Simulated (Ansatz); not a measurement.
## Structure relaxation, Te$_{2}$Mo

The start is a relaxed Te2Mo cell, doubled along one cell vector, shaken by Gaussian noise of σ = 0.08 Å a coordinate. A full variable-cell relaxation at zero pressure is run with r2SCAN (plane waves to 500 eV, PAW, scalar-relativistic; Ansatz, a program for electronic structure). The first steps use a coarse 6×3×6 k-mesh.

Initial structure:
```yaml
crystal:
  lattice:
    - [0.00000, 3.31968, 3.31968]
    - [6.63937, 0.00000, 6.63937]
    - [3.31968, 3.31968, 0.00000]
  atoms:
    - { symbol: Mo, position: [0.01300, 0.99969, 0.02742] }
    - { symbol: Mo, position: [0.96038, 0.50731, 0.02090] }
    - { symbol: Te, position: [0.25715, 0.14004, 0.22881] }
    - { symbol: Te, position: [0.18398, 0.62622, 0.26612] }
    - { symbol: Te, position: [0.76358, 0.39419, 0.71915] }
    - { symbol: Te, position: [0.72872, 0.88101, 0.74625] }
```

Which atoms feel the largest initial force, and how large is it?

About 1.9 eV/Å, on Te5 (atoms numbered as listed).

How does the volume per atom move from start to end?

-4.0 %, from 24.39 to 23.42 Å³/atom.

Is the parent structure recovered?

It does not go back: it reaches C2/m (No. 12), 0.10 eV/atom below the parent.

How do the shortest distances between atoms change?

The closest pairs of elements (up to four, under 3.6 Å), start → end: Mo–Te 2.68 → 2.73 Å; Te–Te 2.94 → 3.19 Å; Mo–Mo 4.54 → 3.14 Å.

What band gap does the relaxed structure have at this level?

No gap (metallic).

What does it relax into? Give the structure.


```cif
data_Mo4Te8
_chemical_formula_sum 'Mo4 Te8'
_space_group_name_H-M_alt 'C2/m'
_space_group_IT_number 12
_space_group_name_Hall '-C 2y'
_cell_length_a 8.33664
_cell_length_b 5.07855
_cell_length_c 7.75225
_cell_angle_alpha 90.000
_cell_angle_beta 121.081
_cell_angle_gamma 90.000
loop_
_space_group_symop_operation_xyz
  'x, y, z'
  '-x, -y, -z'
  '-x, y, -z'
  'x, -y, z'
  'x+1/2, y+1/2, z'
  '-x+1/2, -y+1/2, -z'
  '-x+1/2, y+1/2, -z'
  'x+1/2, -y+1/2, z'
loop_
_atom_site_label
_atom_site_type_symbol
_atom_site_symmetry_multiplicity
_atom_site_Wyckoff_symbol
_atom_site_fract_x
_atom_site_fract_y
_atom_site_fract_z
_atom_site_occupancy
Mo1 Mo 4 i 0.01570 0.00000 0.21104 1
Te1 Te 4 i 0.23752 0.00000 0.63629 1
Te2 Te 4 i 0.31535 0.00000 0.14793 1
```
(The calculation used a cell of 6 atoms; values per cell refer to that cell.)

Final values are on a 11×11×7 k-mesh of the relaxed cell. No spin polarisation in the result.

The relaxed structure here is a generated cell of Te2Mo: the first start was made by placing the elements on the sites of a structure type, and the end was not matched to a known phase here, so it may be hypothetical. Known forms of Te2Mo include space group No. 194.
